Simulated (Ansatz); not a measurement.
Data:

BiSe2:
Space group C2/m (No. 12); a = 16.7533 Å, b = 4.1707 Å, c = 12.1687 Å, α = 90.00°, β = 127.37°, γ = 90.00°

```tsv
atom	site	symmetry	x	y	z
Bi	4i	m	0.1978	0.5000	0.0922
Bi	4i	m	0.3884	0.0000	0.6018
Se	4i	m	0.0364	0.0000	0.9413
Se	4i	m	0.0852	0.0000	0.5452
Se	4i	m	0.3443	0.0000	0.1618
Se	4i	m	0.2092	0.0000	0.3445
```
(The calculation used a cell of 12 atoms; values per cell refer to that cell.)

This is the r²SCAN+D4-relaxed structure.

Task: All from plane-wave PAW r²SCAN+D4 (Ansatz code), unless another level is named. Predict the formation energy from the elements (no fitted shifts).

Result: -0.35 eV/atom.

Task: And the band gap?

Result: 0.99 eV (indirect).

Task: Give the weight of the valence-edge state by species (Voronoi cells).

Result: Se 90 %, Bi 10 %.

The workflow started from a Materials Project entry (that database holds measured and hypothetical structures alike); the Crystallography Open Database copy checked does not list it. Whether it is the stable phase at ambient conditions was not checked. The cell was relaxed with r²SCAN+D4 under the symmetry of its start; whether a distortion lowers the energy is not shown. The references are the lowest solids computed at this level, not always the standard phases. Spin–orbit coupling is left out wherever it is not named.

Potentials: the later of the program's two PAW sets.
